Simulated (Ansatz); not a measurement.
KMgF₃:
```
KMgF3
1.0
    3.98369     0.00000     0.00000
    0.00000     3.98369     0.00000
    0.00000     0.00000     3.98369
K Mg F
1 1 3
Direct
  0.50000   0.50000   0.50000
  0.00000   0.00000   0.00000
  0.00000   0.50000   0.00000
  0.50000   0.00000   0.00000
  0.00000   0.00000   0.50000
```

x, y and z are the axes in which the lattice vectors are written.

Task: Give the high-frequency dielectric tensor and the Born effective charge tensors of the independent atoms from DFPT, r²SCAN (plane waves, PAW; program Ansatz).

Result: 
ε∞:
```
2.02  0.00  0.00
0.00  2.02  0.00
0.00  0.00  2.02
```
Z* of atom 1 (K), rows: field, columns: displacement, in e:
```
1.17  0.00  0.00
0.00  1.17  0.00
0.00  0.00  1.17
```
Z* of atom 2 (Mg), rows: field, columns: displacement, in e:
```
2.00  0.00  0.00
0.00  2.00  0.00
0.00  0.00  2.00
```
Z* of atom 3 (F), rows: field, columns: displacement, in e:
```
-0.96   0.00   0.00
 0.00  -1.26   0.00
 0.00   0.00  -0.96
```

Static charges for comparison (Bader): K1 +0.89, Mg2 +1.79, F3 -0.89 e. Born charges measure polarisation by displacement and can exceed these by far.

Space group Pm-3m (cubic perovskite). Symmetry was held in the r²SCAN relaxation.

Potentials: the earlier of the program's two PAW sets. The files were generated under PBE; for other functionals the program regenerates the frozen cores, and for LDA and PBEsol the local potential too.
